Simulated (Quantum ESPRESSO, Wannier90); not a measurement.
Wannierisation of TiN (rock salt)

Cell from Materials Project (mp-492), symmetrised, no further relaxation. COD (Crystallography Open Database) has an entry of this formula and space group (matched by these alone). Method: PBEsol plane waves in Quantum ESPRESSO 7.5 (PseudoDojo norm-conserving files, 68 Ry, no spin polarisation, no spin-orbit coupling), Bloch states on a 12×12×12 mesh through Γ, Wannier90 4.0.1. Density: 12×12×12 mesh, cold smearing 0.01 Ry. A non-magnetic state is assumed, with no Hubbard U on the 3d ions.

Input w.win:

```
num_bands = 17
num_wann = 8
exclude_bands = 1-5
num_iter = 0
conv_tol = 1.0e-6
conv_window = 4
dis_num_iter = 1000
dis_conv_tol = 1.0e-6
dis_froz_max = 18.50
write_hr = true
write_u_matrices = true
begin projections
Ti: d
N: p
end projections
begin unit_cell_cart
ang
    0.0000000000    2.1206250000    2.1206250000
    2.1206250000    0.0000000000    2.1206250000
    2.1206250000    2.1206250000    0.0000000000
end unit_cell_cart
begin atoms_frac
Ti   0.0000000000  0.0000000000  0.0000000000
N    0.5000000000  0.5000000000  0.5000000000
end atoms_frac
mp_grid = 12 12 12
begin kpoints
0.0000000000 0.0000000000 0.0000000000
0.0000000000 0.0000000000 0.0833333333
0.0000000000 0.0000000000 0.1666666667
... (1725 more lines: the 12x12x12 mesh through Gamma)
end kpoints
```

On the energy scale of pw.x, whose zero is arbitrary, the Fermi level lies at 17.00 eV. Lines of w_hr.dat (R1 R2 R3 m n Re Im, eV) for R = 0 and one of the shortest lattice vectors, rounded to 0.01 eV, lines under 0.02 eV left out; orbitals in order: Ti1 dz2, Ti1 dxz, Ti1 dyz, Ti1 dx2-y2, Ti1 dxy, N2 pz, N2 px, N2 py.

```
    0    0    0    1    1    18.95     0.00
    0    0    0    2    2    17.37     0.00
    0    0    0    6    2     0.05     0.00
    0    0    0    7    2     0.05     0.00
    0    0    0    8    2     0.05     0.00
    0    0    0    3    3    17.37     0.00
    0    0    0    6    3     0.05     0.00
    0    0    0    7    3     0.05     0.00
    0    0    0    8    3     0.05     0.00
    0    0    0    4    4    18.95     0.00
    0    0    0    5    5    17.37     0.00
    0    0    0    6    5     0.05     0.00
    0    0    0    7    5     0.05     0.00
    0    0    0    8    5     0.05     0.00
    0    0    0    2    6     0.05     0.00
    0    0    0    3    6     0.05     0.00
    0    0    0    5    6     0.05     0.00
    0    0    0    6    6    14.04     0.00
    0    0    0    2    7     0.05     0.00
    0    0    0    3    7     0.05     0.00
    0    0    0    5    7     0.05     0.00
    0    0    0    7    7    14.04     0.00
    0    0    0    2    8     0.05     0.00
    0    0    0    3    8     0.05     0.00
    0    0    0    5    8     0.05     0.00
    0    0    0    8    8    14.04     0.00
   -1    0    0    1    1    -0.21     0.00
   -1    0    0    3    1    -0.08     0.00
   -1    0    0    4    1    -0.12     0.00
   -1    0    0    2    2     0.17     0.00
   -1    0    0    5    2     0.16     0.00
   -1    0    0    1    3    -0.08     0.00
   -1    0    0    3    3    -0.56     0.00
   -1    0    0    4    3     0.14     0.00
   -1    0    0    1    4    -0.12     0.00
   -1    0    0    3    4     0.14     0.00
   -1    0    0    4    4    -0.07     0.00
   -1    0    0    2    5     0.16     0.00
   -1    0    0    5    5     0.17     0.00
   -1    0    0    2    6    -1.11     0.00
   -1    0    0    6    6     0.23     0.00
   -1    0    0    8    6     0.39     0.00
   -1    0    0    1    7    -1.07     0.00
   -1    0    0    4    7     1.86     0.00
   -1    0    0    7    7    -0.10     0.00
   -1    0    0    5    8    -1.11     0.00
   -1    0    0    6    8     0.39     0.00
   -1    0    0    8    8     0.23     0.00
```
